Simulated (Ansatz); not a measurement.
Level of theory: Ansatz, DFT PBE, scalar-relativistic, plane waves, PAW. Settings: cutoff 420 eV, Γ-centred meshes spaced at most about 0.3 Å⁻¹, and about 0.25 Å⁻¹ or finer for metals (2π included), Gaussian smearing. No spin polarisation in the final relaxations.

These are static total energies at zero pressure.

Compare these two cells of GeBiO4, each relaxed at this level.

A. Space group Cmmm (No. 65), orthorhombic, a = 5.268 Å, b = 5.888 Å, c = 4.795 Å. Ge is surrounded by 4 O at 1.98 Å and 4 O at 2.55 Å; Bi is surrounded by 2 O at 2.07 Å; around O on a site of symmetry m2m lie 1 O at 1.74 Å, 1 Bi at 2.07 Å and 2 Ge at 2.55 Å; around O on a site of symmetry 2/m lie 2 Ge at 1.98 Å.

B. Space group P6/mmm (No. 191), hexagonal, a = 3.910 Å, c = 6.631 Å. Ge has 6 O at 2.26 Å; Bi is surrounded by 6 O at 2.26 Å; around O on its first site lie 3 Bi at 2.26 Å and 3 O at 2.26 Å; O on its second site has 3 Ge at 2.26 Å and 3 O at 2.26 Å.

Question: Which form is favoured at zero pressure, and by what margin per atom?

Answer: A is lower, by 0.52 eV/atom. A has space group Cmmm (No. 65), 12.4 Å³/atom and no gap on its mesh; B has space group P6/mmm (No. 191), 14.6 Å³/atom and no gap. Counting O atoms around Bi and Ge (those within 1.25 times the shortest such distance or 1.15 times the sum of covalent radii; the shortest distance is added where it is long for a bond), A has Ge 4, Bi 2 and B has Ge 6 from 2.3 Å, Bi 6. Both come from invented guesses. A third cell relaxed alike, in P4/mmm, lies 0.43 eV/atom below the lower of the two.

Weakly bound directions are ill-defined at this level, which has no dispersion term (Cmmm), and this can change margins and order among such cells. Spin–orbit coupling, which can matter for Bi, is left out. In Cmmm, P6/mmm an odd number of electrons in the primitive cell allows no gap without spin; a larger cell or a magnetic state could open one. A magnetic state wasn't ruled out in cells without spin, among them P6/mmm. Cells relaxed within their symmetry can be saddle points.
